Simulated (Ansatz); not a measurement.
BiBr in space group C2/m (No. 12; Pearson symbol mS32), LDA in the plane-wave PAW code Ansatz. The conduction-band minimum lies at Y2, with 1 equivalent valley. Second derivatives d²E/dk² of the lowest band at one valley (eV·Å²), along Cartesian directions:

| direction | d²E/dk² |
|---|---|
| [100] | 138.3 |
| [010] | 93.78 |
| [001] | 15.62 |
| [110] | 116.1 |
| [101] | 56.18 |
| [011] | 54.71 |

**Question.** Find the principal effective masses, the density-of-states mass and the conductivity mass.

**Answer.** Off-diagonal terms follow from H_xy = H[110] − (H_xx + H_yy)/2, and m*/mₑ = 7.620 eV·Å² over each eigenvalue: 0.054, 0.081, 0.62. One valley's DOS mass (m₁m₂m₃)^(1/3) = 0.14, conductivity mass 3/(Σ 1/mᵢ) = 0.092 mₑ.

**Question.** What effective density of states Nc follows at 300 K for parabolic valleys?

**Answer.** Nc = 2.509e19 × 1 × (0.14)^(3/2) ≈ 1.3e18 cm⁻³.

The first step of the workflow began from a Materials Project structure, measured or hypothetical; the Crystallography Open Database files this formula in space group No. 12, but the cells were not matched. Its standing as an ambient phase is unchecked. The cell was relaxed with LDA under the symmetry of its start; its stability against distortions is not shown here. A crystal of weakly bound chains computed without a dispersion correction: the cell and the soft elastic constants depend strongly on that. Scalar-relativistic: spin–orbit coupling is off unless named, which matters more the heavier the elements.

Potentials: the later of the program's two PAW sets.

Edges and masses are those of Kohn–Sham bands, whose gap is no quasiparticle gap.
